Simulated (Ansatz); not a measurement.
Bi$_{2}$Pd:
```yaml
crystal:
  lattice:
    - [0.00386, 5.70919, 0.00000]
    - [4.30914, 0.00000, 0.00000]
    - [-2.15140, -1.49984, -6.26948]
  atoms:
    - { symbol: Bi, position: [0.68649, 0.83975, 0.67921] }
    - { symbol: Bi, position: [0.31351, 0.16025, 0.32079] }
    - { symbol: Bi, position: [0.20459, 0.42583, 0.85205] }
    - { symbol: Bi, position: [0.79541, 0.57417, 0.14795] }
    - { symbol: Pd, position: [0.17069, 0.77718, 0.55474] }
    - { symbol: Pd, position: [0.82931, 0.22282, 0.44526] }
```

Relaxed with r²SCAN. Special points in fractions of this cell's reciprocal vectors: Γ (0.000, 0.000, 0.000); X (0.500, 0.000, 0.000); Y (0.000, 0.500, 0.000); Z (0.000, 0.000, 0.500); R2 (-0.500, -0.500, 0.500); T2 (0.000, -0.500, 0.500); U2 (-0.500, 0.000, 0.500); V2 (0.500, -0.500, 0.000).

Problem. List the band energies nearest the Fermi level at these points for r²SCAN in the plane-wave PAW code Ansatz.

Solution. In eV from the Fermi level; about four levels below and three above (degenerate sets whole), none deeper than 8.9 eV; points with the same levels are listed once.

```tsv
k	below	above
Γ	-2.35 -1.99 -1.43 -0.23	0.24 0.35 2.44
X	-2.11 -0.73 -0.14 -0.03	0.77 0.98 1.32
Y	-1.85 -1.71 -1.35 -0.91	0.72 1.35 1.60
Z	-1.86 -0.91 -0.86 -0.11	0.47 1.63 1.87
R2	-2.36 -1.66 -1.08 -0.67	0.19 1.31 2.47
T2	-1.84 -1.72 -1.35 -0.91	0.73 1.35 1.61
U2	-2.11 -1.42 -1.16 -1.01	0.22 0.65 2.00
V2	-2.36 -1.65 -1.08 -0.67	0.18 1.30 2.47
```

Space group C2/m. The first step of the workflow began from a Materials Project structure, measured or hypothetical; the Crystallography Open Database files this formula in space group No. 12, but the cells were not matched. Its standing as an ambient phase is unchecked. The cell was relaxed with r²SCAN under the symmetry of its start; its stability against distortions is not shown here. No spin polarisation was allowed. Point labels and valley counts follow the cell and symmetry of the run, lower than the named group. Spin–orbit coupling is left out wherever it is not named.

Potentials: the later of the program's two PAW sets.
